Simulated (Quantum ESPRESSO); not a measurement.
**How field gradients follow strain in SiO2 (P4₁2₁2)**

```xyz
12
Lattice="4.9926 0.0000 0.0000 0.0000 4.9926 0.0000 0.0000 0.0000 6.9339" Properties=species:S:1:pos:R:3 pbc="T T T"
Si     3.4823     3.4823     3.4670
Si     4.0066     0.9860     5.2004
Si     1.5103     1.5103     0.0000
Si     0.9860     4.0066     1.7335
O      4.4427     3.8039     2.2030
O      3.6851     1.9464     3.9365
O      0.5499     1.1887     5.6700
O      1.3076     3.0462     0.4695
O      1.9464     3.6851     2.9975
O      1.1887     0.5499     1.2640
O      3.0462     1.3076     6.4644
O      3.8039     4.4427     4.7309
```
The cell was made here from a computed Materials Project entry: atoms relaxed in the unchanged cell (PBE without dispersion, pw.x of a modified build of Quantum ESPRESSO, symmetry kept). The parent is SiO2 in P4₁2₁2. Stability against distortions was not tested.

The last row's change in full: strained by +2 % along the unique axis and by -1 % across it, atoms relaxed (PBE, pw.x of Quantum ESPRESSO); the other rows go along the same path.

Method: field gradients by a PBE PAW density (pw.x of Quantum ESPRESSO, JTH datasets) with the all-electron reconstruction of Petrilli and co-workers, 22.5 Ha, k-mesh 5×5×4 through Γ. Values are those of the named site's first atom. Cores are frozen. Against all-electron runs on small test molecules, this scheme's |Vzz| missed by −6 % on Si, −2 to +6 % on O. Where η passes 0.9 the sign of Vzz means little.

Unchanged cell: Vzz O (a.u.) = 0.945.

How do these values move along the path (axial strain (%): -2, +2)?


| axial strain (%) | Vzz O (a.u.) |
|---|---|
| -2 | 0.950 |
| 0 | 0.945 |
| +2 | 0.942 |
